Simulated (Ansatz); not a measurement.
Method: DFT PBE, scalar-relativistic, plane waves, PAW (Ansatz). All cells share a 420 eV cutoff and Γ-centred k meshes spaced at most about 0.3 Å⁻¹ (about 0.25 or finer for metals, 2π included). No spin polarisation in the final relaxations.

All energies are static (0 K, no zero-point motion). All come from trial cells, and lower structures may exist.

Question: Which of these relaxed structures of Cd₄SbO is the lowest in energy?
A. Space group P-43m (No. 215), cubic, a = 5.732 Å. Around Cd lie 1 O at 2.18 Å and 1 Sb at 2.78 Å; around Sb lie 4 Cd at 2.78 Å; O is surrounded by 4 Cd at 2.18 Å.
B. Space group I4/mmm (No. 139), tetragonal, a = 5.935 Å, c = 9.585 Å. Cd on a site of symmetry -4m2 is surrounded by 4 Cd at 2.99 Å; Cd on a site of symmetry 4mm has 1 O at 2.00 Å, 1 Sb at 2.79 Å and 4 Cd at 2.99 Å; Sb has 2 Cd at 2.79 Å; O is surrounded by 2 Cd at 2.00 Å.
C. Space group P4/mmm (No. 123), tetragonal, a = 4.436 Å, c = 7.060 Å. Cd has 2 O at 2.66 Å, 1 Cd at 2.92 Å, 2 Sb at 3.03 Å and 4 Cd at 3.14 Å; Sb has 8 Cd at 3.03 Å; around O lie 8 Cd at 2.66 Å.
D. Space group F-43m (No. 216), cubic, a = 8.066 Å. Cd is surrounded by 6 Cd at 2.84–2.87 Å, 3 O at 3.34 Å and 3 Sb at 3.35 Å; Sb has 12 Cd at 3.35 Å and 4 O at 3.49 Å; O has 12 Cd at 3.34 Å and 4 Sb at 3.49 Å (long contacts).

Answer: C. It has space group P4/mmm (No. 123); the next, A, with space group P-43m (No. 215), lies 30 meV/atom higher. Counting Cd or Sb atoms around O (for each partner element, those within 1.25 times its shortest distance or 1.15 times the sum of covalent radii, where it is the nearest in units of that sum or under 1.3; the shortest distance is added where it is long for a bond), the lowest has O 8 from 2.7 Å and the next has O 4.

These runs have no spin–orbit coupling, which can matter for Sb. A magnetic state wasn't ruled out in cells without spin, among them P-43m. Cells relaxed within their symmetry can be saddle points. Some structure types and database cells were kept out of the candidates from the start, so a known form may be missing.
